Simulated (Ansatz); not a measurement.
Os (hcp, Mg type)

```
CELL_PARAMETERS angstrom
      5.50971     0.00000     0.00000
     -1.37743     2.38577     0.00000
      0.00000     0.00000     4.34430
ATOMIC_POSITIONS crystal
  Os 0.16667 0.66667 0.75000
  Os 0.66667 0.66667 0.75000
  Os 0.33333 0.33333 0.25000
  Os 0.83333 0.33333 0.25000
```

Two-dimensional scan of atom 1 (Os, nearest neighbour Os at 2.692 Å; its periodic images, 2.8 Å or more away, move with it): u runs along (1.000, 0.000, 0.000), v along (0.000, 1.000, 0.000) (Cartesian). Cell and other atoms are fixed.

All values below come from PBE (plane waves to 420 eV, PAW, scalar-relativistic; Ansatz, a program for electronic structure). k mesh 8×16×9 (Γ-centred), Fermi-Dirac smearing 0.05 eV. Energies are smeared free energies. Points where atoms come too close for the PAW data are left out (x in tables, blank in figures). With partly filled bands, energies and forces of such displacements shift with the k mesh and the smearing. Os is run without spin polarisation. Os was relaxed with its symmetry unable to fall. Spin-orbit coupling is left out, though Os is heavy. The last digit holds for this mesh only.

Changes of ΔE (eV/cell) from the point u = 0.000 Å, v = 0.000 Å when one coordinate moves alone (two changes are said to add if the coupling is within 5 % of the smaller one, nearly so within 20 %):

| point | change |
|---|---|
| u = 0.000 Å, v = -0.670 Å | 3.1327 |
| u = 0.000 Å, v = -0.335 Å | 0.7581 |
| u = -0.335 Å, v = 0.000 Å | 0.8820 |
| u = 0.335 Å, v = 0.000 Å | 0.8727 |
| u = 0.000 Å, v = 0.335 Å | 0.7402 |
| u = 0.000 Å, v = 0.670 Å | 3.4295 |

Task: Do the two effects add at u = 0.335 Å, v = -0.335 Å? Give the computed change.

Result: The sum of the single changes is 0.8727 + (0.7581) = 1.6308; the calculation gives 1.3642, so the coupling contributes -0.2666 (over 20 % of the smaller single change, not additive).

Task: Do the two effects add at u = 0.335 Å, v = -0.670 Å? Give the computed change.

Result: The sum of the single changes is 0.8727 + (3.1327) = 4.0054; the calculation gives 2.6780, so the coupling contributes -1.3274 (over 20 % of the smaller single change, not additive).

(For displaced atoms, the force is minus the slope of the energy, and its curvature is a force constant, which sets phonon frequencies.)
